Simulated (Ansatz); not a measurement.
NbGa₃:
```
NbGa3
1.0
   -1.88648     1.88648     4.33900
    1.88648    -1.88648     4.33900
    1.88648     1.88648    -4.33900
Ga Nb
3 1
Direct
  0.50000   0.50000   0.00000
  0.75000   0.25000   0.50000
  0.25000   0.75000   0.50000
  0.00000   0.00000   0.00000
```

Relaxed with PBEsol.

**Question.** Map the valence electron density (e/Å³), cut off at 3 on the plane through (0.500, 0.500, 0.000) spanned by u = [0, 0, 1] and v = [1, -1, 0] in lattice vectors, from PBEsol in the plane-wave PAW code Ansatz.

**Answer.** x is the fraction of u, y of v (the angle between them is 90°; rows are the nearest grid lines); atoms in the plane: Ga at (0.00, 0.00), Ga at (0.50, 0.25), Ga at (0.50, 0.75), Nb at (0.00, 0.50).
```
|@@@+.                .+@@@|
|@@@=.                .=@@@|
|@@%:.                .:%@@|
|:..      .:+@@+:.      ..:|
|         .+@@@@+.         |
|         :@@@@@@:         |
|        .:@@@@@@:.        |
|.        :%@@@@%:        .|
|-:.      .-@@@@-.      .:-|
|@@@+:      ....      :+@@@|
|@@@%-.              .-%@@@|
|@@@@=.              .=@@@@|
|@@@@=.              .=@@@@|
|@@@%-.              .-%@@@|
|@@@+:      ....      :+@@@|
|-:.      .-@@@@-.      .:-|
|.        :%@@@@%:        .|
|        .:@@@@@@:.        |
|         :@@@@@@:         |
|         .+@@@@+.         |
|:..      .:+@@+:.      ..:|
|@@%:.                .:%@@|
|@@@=.                .=@@@|
|@@@+.                .+@@@|
```
Scale: ten equal steps from 0.176 (start of ' ') to 3.00 (end of '@'), in the order ' .:-=+*#%@'; x runs from 0.000 to 1.00, y from 0.000 (bottom) to 1.00 (top).

The density is the valence pseudo-density with augmentation charge, so density and ELF within about 1 Å of a nucleus are not all-electron values.

Space group I4/mmm. The workflow started from an entry of the Crystallography Open Database (COD, 293 K). Its standing as an ambient phase is unchecked. Symmetry was held in the PBEsol relaxation; whether a distortion lowers the energy is not shown. The run is not spin-polarised.

Potentials: the later of the program's two PAW sets.
